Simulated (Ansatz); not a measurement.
## Structures of Rh2O: which is lowest?

Plane-wave DFT in Ansatz with scalar-relativistic PAW potentials, cutoff 420 eV, Γ-centred meshes chosen by cell and gap, Gaussian smearing with energies taken to zero width. Every cell was relaxed (cell and atoms) in a run of its own, within the symmetry of its start. Functional: PBE.

Relaxed structures (starts from databases or built by putting these elements on another compound's sites):
A. P6_3/mmc, 6 atoms in the computed cell, a = 2.756 Å, c = 10.832 Å; sites (symmetry × multiplicity) Rh 3m. × 4, O -6m2 × 2; start: built
B. Pn-3m, 6 atoms in the computed cell, a = 4.415 Å; sites (symmetry × multiplicity) Rh .-3m × 4, O -43m × 2; start: built

Task: Rank them by energy. Could pressure change the order?

Result:
| structure | group | E − E(lowest) (meV/atom) | V (Å³/atom) | gap on mesh (eV) |
| --- | --- | --- | --- | --- |
| B | Pn-3m | 0.0 | 14.34 | 0.00 |
| A | P6_3/mmc | 80 | 11.88 | 0.00 |

B is lowest, 80 meV/atom under A. A is denser by 2.47 Å³/atom, so pressure favours it: ΔE/ΔV, with ΔE in eV and 1 eV/Å³ = 160.2 GPa, gives about 5 GPa for equal enthalpy if both cells were rigid, a rough figure since the two compress differently. Other structures may lie lower than all of these, and vibrations aren't counted.

Spin polarisation was left out, and a magnetic state may lie lower.